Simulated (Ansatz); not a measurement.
Consider the following.

Te2Pt:
```
CELL_PARAMETERS angstrom
      1.96649     1.13535     5.71558
     -1.96649     1.13535     5.71558
      0.00000    -2.27071     5.71558
ATOMIC_POSITIONS crystal
  Pt 0.00000 0.00000 0.00000
  Te 0.25206 0.25206 0.25206
  Te 0.74794 0.74794 0.74794
```

This is the LDA-relaxed structure.

### Question
All from the program Ansatz at the LDA level (PAW), unless another level is named. Estimate the electronic character.

### Answer
metallic (no gap).

### Question
And the formation energy from the elements (no fitted shifts)?

### Answer
-35 kJ/mol-atom.

### Question
Give the density of states at the Fermi level.

### Answer
0.29 states/eV per atom (mean over ±0.08 eV).

Space group R-3m. The cell is a constructed one: a structure type filled with these elements; neither database checked (COD, Materials Project) lists it. COD files the formula under space group No. 164. Whether it is the stable phase at ambient conditions was not checked. The LDA relaxation kept the symmetry of its start; whether a distortion lowers the energy is not shown. No spin polarisation was allowed. A crystal of weakly bound layers computed without a dispersion correction: the cell and the soft elastic constants depend strongly on that. The references are the lowest solids computed at this level, not always the standard phases. Spin–orbit coupling is left out wherever it is not named.

Potentials: the later of the program's two PAW sets.
